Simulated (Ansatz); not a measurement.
Given:

Nb (bcc, W type)

```
Nb
1.0
   -3.30295     3.30295     3.30295
    1.65147    -1.65147     1.65147
    1.65147     1.65147    -1.65147
Nb
2
Direct
  0.00000   0.00000   0.00000
  0.50000   0.00000   0.00000
```

Scan: atom 2 (Nb, nearest neighbour Nb at 2.860 Å; its periodic images, 2.9 Å or more away, move with it) is displaced along Cartesian x, direction (1.000, 0.000, 0.000) in Cartesian axes, by s. The other atoms stay.

All values below come from r2SCAN (plane waves to 500 eV, PAW, scalar-relativistic; Ansatz, a program for electronic structure). k mesh 8×16×16 (Γ-centred), Fermi-Dirac smearing 0.05 eV. E stands for the smeared free energy. With partly filled bands, energies and forces of such displacements shift with the k mesh and the smearing. On this mesh the relaxed cell isn't quite at rest: it carries a pressure of -0.1 GPa (compression positive) at the zero of the scan. Nb is run without spin polarisation. Nb was relaxed with its symmetry unable to fall. The PAW data are Ansatz's earlier set. The zero of ΔE is the undisplaced structure.

The scan covers s from -0.290 to 0.290 Å in 11 points.

**Question.** Is the energy the same for equal positive and negative displacements?

**Answer.** Even: the same for both signs. With its periodic images moving along, the atom's site symmetry in this cell is mmm.

**Question.** What is the energy change at s = 0.290 Å?

**Answer.** 183 meV/cell.

**Question.** What force acts on the atom along the line at s = -0.290 Å?

**Answer.** 1.06 eV/Å.

**Question.** What is the force constant k = d²E/ds² of this move at s = 0?

**Answer.** 5.23 eV/Å².

(For displaced atoms, the force is minus the slope of the energy, and its curvature is a force constant, which sets phonon frequencies.)
